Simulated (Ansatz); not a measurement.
LuCl$_{3}$ in space group P6_3/mmc (No. 194; Lu on 2d, Cl on 6h), the program Ansatz at the r²SCAN level (PAW), all energies at zero smearing, with the estimated change up to a 700 eV cutoff added, with one set of potentials and settings (totals compare only within such a set). Cell of 8 atoms (2 Lu, 6 Cl): -36008.252 eV.

```
element                reference phase  E (eV/atom)
-------  -----------------------------  -----------
Lu       P6_3/mmc, 2 atoms in the cell  -14743.6978
Cl           Cmce, 4 atoms in the cell   -1083.6259
```

Formation energy per atom, worked out: (-36008.252 − 2×(-14743.6978) − 6×(-1083.6259))/8 = -2.388 eV/atom (-230 kJ per mol of atoms), at 0 K, without zero-point energy or fitted corrections.

The workflow started from a Materials Project entry (that database holds measured and hypothetical structures alike); the Crystallography Open Database copy checked does not list it. Its standing as an ambient phase is unchecked. The cell was relaxed with r²SCAN under the symmetry of its start; its stability against distortions is not shown here. A crystal of weakly bound chains computed without a dispersion correction: the cell and the soft elastic constants depend strongly on that. The references are the lowest solids computed at this level, not always the standard phases (solids in place of the gases). Scalar-relativistic: spin–orbit coupling is off unless named, which matters more the heavier the elements.

Potentials: the later of the program's two PAW sets.
